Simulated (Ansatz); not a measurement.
An Ansatz (an electronic-structure program) run. Input:

Ansatz 0.2 input:
```yaml
crystal:
  lattice:
    - [0.0, 4.395708735, -2.4888441518]
    - [0.0, 4.395708735, 2.4888441518]
    - [8.2950923979, 0.0, 0.0]
  atoms:
    - { symbol: Si, position: [0.3399862037, 0.3309627097, 0.9373146083] }
    - { symbol: Si, position: [0.6690372903, 0.6600137963, 0.0626853917] }
    - { symbol: Si, position: [0.3399862037, 0.3309627097, 0.5626853917] }
    - { symbol: Si, position: [0.6690372903, 0.6600137963, 0.4373146083] }
    - { symbol: O, position: [0.6032194337, 0.3967805663, 0.0] }
    - { symbol: O, position: [0.6032194337, 0.3967805663, 0.5] }
    - { symbol: O, position: [0.4631956845, 0.9686448499, 0.5418450442] }
    - { symbol: O, position: [0.0313551501, 0.5368043155, 0.4581549558] }
    - { symbol: O, position: [0.4631956845, 0.9686448499, 0.9581549558] }
    - { symbol: O, position: [0.0313551501, 0.5368043155, 0.0418450442] }
    - { symbol: O, position: [0.5773712029, 0.7369187275, 0.25] }
    - { symbol: O, position: [0.2630812725, 0.4226287971, 0.75] }
kpoints:
  mp_grid: { grid: [4, 4, 2] }
hamiltonian:
  xc: hse06
  pseudopotentials: { kind: paw }
scf:
  n_extra_bands: 12
  occupations: { method: fixed }
output:
  eigenvalues: true
  eigenstates:
    e_range: [-9.0, 17.6]
    kpoints:
      - [0.0, 0.0, 0.0]  # VBM
      - [0.0, 0.0, 0.0]  # CBM
      - [0.0, 0.0, 0.0]  # GAMMA
      - [0.5, 0.5, 0.0]  # Y
      - [0.5, 0.5, 0.5]  # T
      - [0.0, 0.0, 0.5]  # Z
      - [0.0, 0.5, 0.0]  # S
      - [0.0, 0.5, 0.5]  # R
      - [-0.3301452149, 0.3301452149, 0.0]  # DELTA_0
      - [0.3301452149, 0.6698547851, 0.0]  # F_0
      - [-0.3301452149, 0.3301452149, 0.5]  # B_0
      - [0.3301452149, 0.6698547851, 0.5]  # G_0
```

Output (shortened):

```
Pseudopotential: Si, paw, valence charge 4
Pseudopotential: O, paw, valence charge 6
Functional definition: HSE06
davidson cushion auto → on  (no smearing: the cushion is to keep the highest requested band from converging to the state above it …
Crystal: 12 atoms, lattice volume = 181.501 Å³
Basis set: ecut = 420 eV, 3565 PW (Γ)
Bands: 44, of which v1, the nominal top of the filled ones, is band 32 counted from 1 (31 counted from 0)
Symmetry: 4 space group operations
Space group: Ama2 (ITA 40), of the structure as read, at distance tolerance 5.7e-5 Å
k-points: 14 of 32 (time reversal used)
SCF iter   1: F=—  HF=-7096.327390 eV  |F-HF|=—  |Δ(HF+E_count)|=         —  Δρ=9.44e-4  dr2=5.43e-4  ethr=1.77e-3  ⟨swp⟩=2.0  Hψ=4775  notcnv=0
preconditioner: auto → none
SCF iter   2: F=-7096.330624 eV  HF=-7096.329776 eV  |F-HF|=8.47e-4  |Δ(HF+E_count)|=   2.39e-3  Δρ=4.80e-4  dr2=1.15e-4  ethr=8.49e-7  ⟨swp⟩=5.2  Hψ=2211  notcnv=0  defer=1
SCF 1 stopped early in 2 iterations: F = -7096.330624 eV  dr2 = 1.15e-4
Crystal: 12 atoms, lattice volume = 181.501 Å³
Exchange kernel: α = 0.2500, screened, ω = 0.2079 Å⁻¹, Wigner–Seitz truncation, v(0) = 1042.4289 eV·Å³, q-mesh 4×4×2, nearest image of the exchange supercell L …
Frozen-core exchange: fock
SCF iter   1: F=—  HF=-7097.774499 eV  |F-HF|=—  |Δ(HF+E_count)|=         —  Δρ=6.27e-3  dr2=5.36e-2  ethr=1.80e-6  ⟨swp⟩=8.4  Hψ=3503  notcnv=0
preconditioner: auto → none
SCF iter   2: F=—  HF=-7097.757212 eV  |F-HF|=—  |Δ(HF+E_count)|=   1.73e-2  Δρ=3.49e-3  dr2=8.84e-3  ethr=1.80e-6  ⟨swp⟩=4.4  Hψ=2493  notcnv=0
SCF iter   3: F=—  HF=-7097.775017 eV  |F-HF|=—  |Δ(HF+E_count)|=   1.78e-2  Δρ=1.42e-3  dr2=3.62e-3  ethr=1.80e-6  ⟨swp⟩=4.6  Hψ=2097  notcnv=0
iter 4 solved again at ethr=1.35e-8 eV; its pass at ethr=1.80e-6 eV (dr2=8.66e-6 eV) is discarded
SCF iter   4: F=—  HF=-7097.773829 eV  |F-HF|=—  |Δ(HF+E_count)|=   1.19e-3  Δρ=1.05e-4  dr2=3.58e-5  ethr=1.35e-8  ⟨swp⟩=4.3  Hψ=3890  notcnv=0
SCF iter   5: F=—  HF=-7097.774066 eV  |F-HF|=—  |Δ(HF+E_count)|=   2.36e-4  Δρ=1.70e-4  dr2=4.44e-5  ethr=1.35e-8  ⟨swp⟩=5.5  Hψ=2533  notcnv=0
SCF iter   6: F=-7097.774050 eV  HF=-7097.774052 eV  |F-HF|=2.14e-6  |Δ(HF+E_count)|=   1.34e-5  Δρ=3.90e-5  dr2=3.20e-6  ethr=1.35e-8  ⟨swp⟩=4.0  Hψ=2435  notcnv=0
SCF 2 stopped early in 6 iterations: F = -7097.774050 eV  dr2 = 3.20e-6
hybrid outer 1: dexx = +2.181e-2 eV, tail = 3.70e-5 eV
Crystal: 12 atoms, lattice volume = 181.501 Å³
Exchange kernel: α = 0.2500, screened, ω = 0.2079 Å⁻¹, Wigner–Seitz truncation, v(0) = 1042.4289 eV·Å³, q-mesh 4×4×2, nearest image of the exchange supercell L …
Frozen-core exchange: fock
SCF iter   1: F=—  HF=-7097.774214 eV  |F-HF|=—  |Δ(HF+E_count)|=         —  Δρ=4.00e-5  dr2=1.21e-6  ethr=2.89e-7  ⟨swp⟩=4.1  Hψ=1490  notcnv=0
preconditioner: auto → none
SCF iter   2: F=—  HF=-7097.774214 eV  |F-HF|=—  |Δ(HF+E_count)|=   8.00e-7  Δρ=1.87e-5  dr2=4.06e-7  ethr=1.51e-9  ⟨swp⟩=5.2  Hψ=2513  notcnv=0  defer=4
SCF iter   3: F=—  HF=-7097.774215 eV  |F-HF|=—  |Δ(HF+E_count)|=   4.12e-7  Δρ=1.55e-5  dr2=2.75e-7  ethr=5.49e-10  ⟨swp⟩=6.1  Hψ=1721  notcnv=0  defer=18
iter 4 solved again at ethr=3.27e-11 eV; its pass at ethr=4.20e-10 eV (dr2=2.09e-8 eV) is discarded
SCF iter   4: F=-7097.774215 eV  HF=-7097.774215 eV  |F-HF|=7.83e-9  |Δ(HF+E_count)|=   7.57e-8  Δρ=4.09e-6  dr2=1.70e-8  ethr=3.27e-11  ⟨swp⟩=3.7  Hψ=3055  notcnv=0
SCF 3 converged in 4 iterations: F = -7097.774215 eV  dr2 = 1.70e-8
hybrid outer 2: dexx = +4.806e-7 eV, tail = 4.34e-8 eV, Δε = 1.35e-3 eV (about 5.52e-5 eV left of the loop's levels)
the search or the solves at the SCF's close seem to have found levels that the self-consistency loop had missed (the run counts 2) …
NSCF: frozen V_eff on 12 k-points
hybrid SCF converged: 2 outer / 10 inner (+2 warm-up), last move |dexx| = 4.81e-7 eV, tail = 4.34e-8 eV
Stability not checked (fock_operator)
Free energy (F): -7097.774215 eV
Frozen-core exchange: fock
Harris-Foulkes:  -7097.774215 eV  (|F-HF|=7.83e-9)
Internal energy: -7097.774215 eV  (E = F + TS)
E sigma→0 (E₀):  -7097.774215 eV
Fermi energy:    -0.515458 eV
--- Per-component energies (eV) ---
  E_band       = -498.562911
  E_kinetic    = 1620.121603
  E_local      = -4765.422492  (includes V_loc(G=0)·N_el)
  E_nonlocal   = 469.967009
  E_hartree    = 1777.632485
  E_xc         = -657.349896
  E_vxc        = -757.107002  (∫ρ·V_xc dr)
  E_exx        = -184.458575  (= α·E_x^exact, valence–valence)
  E_paw        = -3303.247775  (= ΣΔE_a)
  E_vpaw       = -252.483529  (= ΣTr[D̂ρ^β])
  E_aug_tail   = 0.020716  (compensation charges beyond the density's cutoff)
  E_ewald      = -2054.587546
  E_core_change = -0.449744  (= ΣΔE_core)
  E_smearing   =  0.000000  (= −TS)
  E_closure    = 0.000000  (closes the sum)
  Σ components = -7097.774215   (vs F -7097.774215, Δ=0.00e0)
  [band-id]    e_kinetic+e_local+e_nonlocal+2·e_hartree+e_vxc+2·e_exx+e_vpaw+e_augmentation_tail = -498.555875   (vs E_band -498.562911, Δ=7.04e-3)
--- Band table (eV; the first three rows and the last of 14) ---
  k-point 0: bands = ["-21.3712", "-20.9116", "-19.8764", "-19.2158", "-19.2130", "-19.1784", "-19.1543", "-19.1530", "-10.3251", "-9.2150", "-6.9230", "-6.4452", "-6.3262", "-6.2240", "-6.0268", "-5.8764", "-3.6226", "-3.4502", "-3.0191", "-2.8655", …
  k-point 1: bands = ["-21.1855", "-21.1855", "-19.4934", "-19.4934", "-19.1986", "-19.1986", "-19.1628", "-19.1628", "-9.8338", "-9.8338", "-6.5840", "-6.5840", "-6.2340", "-6.2340", "-6.0492", "-6.0492", "-3.3014", "-3.3014", "-2.9059", "-2.9059", …
  k-point 2: bands = ["-21.2013", "-20.7283", "-20.0851", "-19.4455", "-19.2268", "-19.2215", "-19.1718", "-19.1716", "-9.8942", "-8.8045", "-7.4664", "-6.6294", "-6.2315", "-6.1182", "-5.7993", "-5.6704", "-3.7108", "-3.4843", "-3.0266", "-2.9868", …
  k-point 13: bands = ["-20.7583", "-20.7583", "-20.0319", "-20.0319", "-19.2180", "-19.2180", "-19.2153", "-19.2153", "-8.9189", "-8.9189", "-7.1959", "-7.1959", "-5.9102", "-5.9102", "-5.7919", "-5.7919", "-3.4957", "-3.4957", "-3.0139", "-3.0139", …
```

Cost: about 8 core-minutes (a rough figure) on shared cores.

The points marked VBM and CBM come from a semilocal run.

The workflow started from a Materials Project entry (that database holds measured and hypothetical structures alike); the Crystallography Open Database copy checked does not list it. It is not the phase usual at ambient conditions (space group No. 92, 152, 154). The cell was relaxed with r²SCAN under the symmetry of its start; its stability against distortions is not shown here.

Potentials: the later of the program's two PAW sets.

Ansatz is a plane-wave DFT program.
